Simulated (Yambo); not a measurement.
Given:

```xyz
5
Lattice="4.5954 0.0000 0.0000 0.0000 4.5954 0.0000 0.0000 0.0000 4.5954" Properties=species:S:1:pos:R:3 pbc="T T T"
F      0.0000     2.2977     2.2977
F      2.2977     0.0000     2.2977
F      2.2977     2.2977     0.0000
Cs     0.0000     0.0000     0.0000
Hg     2.2977     2.2977     2.2977
```

Workflow: norm-conserving PBEsol (Quantum ESPRESSO, 84 Ry, without SOC), then G0W0 in Yambo (4×4×4 Γ-centred k mesh, bands 5 to 147 and a 7 Ry block in the screening, 147 bands in G with the Bruneval-Gonze terminator, plasmon pole fitted at 27.2 eV).

Problem. Give the PBEsol and G0W0 gaps between the band edges found on this mesh, and say where the edges lie.

Solution. Edges: R → Γ. PBEsol: 0.55 eV; G0W0: 2.32 eV. Nearest settings tried, and what they do to the gap: 72 bands in W: +312 meV. Not varied: bands in G, block, mesh. So the settings aren't converged at that level. Spin-orbit coupling is left out, which matters for elements this heavy: edges can move by tenths of an eV. The cell is held in this high symmetry; tilts and polar distortions were not searched.

Geometry of the Materials Project entry, not relaxed at this level.
